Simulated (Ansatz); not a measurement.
Given:

Y$_{3}$Ge$_{5}$:
Space group Fdd2 (No. 43); a = 5.7008 Å, b = 17.1310 Å, c = 13.6120 Å, α = 90.00°, β = 90.00°, γ = 90.00°

```tsv
atom	site	symmetry	x	y	z
Y	8a	..2	0.0000	0.0000	0.5049
Y	16b	1	0.2360	0.0816	0.2476
Ge	16b	1	0.0594	0.3153	0.1011
Ge	16b	1	0.0015	0.1632	0.4177
Ge	8a	..2	0.0000	0.0000	0.0541
```
(The calculation used a cell of 16 atoms; values per cell refer to that cell.)

This is the PBEsol-relaxed structure.

### Question
All from plane-wave PAW PBEsol (Ansatz code), unless another level is named. Give the electronic character.

### Answer
metallic (no gap).

### Question
Next, the formation energy from the elements (no fitted shifts)?

### Answer
-0.80 eV/atom.

### Question
Next, the density of states at the Fermi level?

### Answer
0.38 states/eV per atom (mean over ±0.08 eV).

The workflow started from a Materials Project entry (that database holds measured and hypothetical structures alike); the Crystallography Open Database copy checked does not list it. Whether it is the stable phase at ambient conditions was not checked. The cell was relaxed with PBEsol under the symmetry of its start; whether a distortion lowers the energy is not shown. The run is not spin-polarised. The references are the lowest solids computed at this level, not always the standard phases. Scalar-relativistic: spin–orbit coupling is off unless named, which matters more the heavier the elements.

Potentials: the later of the program's two PAW sets.
